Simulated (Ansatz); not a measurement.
InSe2 (P4/nmm), zone-centre modes

Theory: Ansatz, DFT PBE, scalar-relativistic, plane waves, PAW. Settings: plane waves to 420 eV, k-mesh 12×12×6 (Γ-centred), Gaussian smearing 0.15 eV. No spin polarisation.

The undisturbed cell (relaxed at this level; it needn't be the usual structure):

```xyz
6
Lattice="3.8874 0.0000 0.0000 0.0000 3.8874 0.0000 0.0000 0.0000 9.7325" Properties=species:S:1:pos:R:3 pbc="T T T"
In    0.0000    1.9437    6.8477
In    1.9437    0.0000    2.8849
Se    0.0000    1.9437    3.5600
Se    1.9437    0.0000    6.1725
Se    0.0000    0.0000    0.0000
Se    1.9437    1.9437    0.0000
```

Harmonic modes by finite displacements of 0.02 Å, without the LO–TO term.

Q: At this geometry, is the structure stable against these modes?

A: No: 2 modes are unstable, the strongest at 29i cm⁻¹.

Q: List the wavenumbers in cm⁻¹.

A: 29i, 29i, 0, 0, 0, 23, 28, 28, 36, 53, 99, 115, 122, 122, 136, 136, 167, 167.

Cost: 1 run of about 5.1 core-minutes, on AMD EPYC 9R45 (Zen 5) (shared hosts).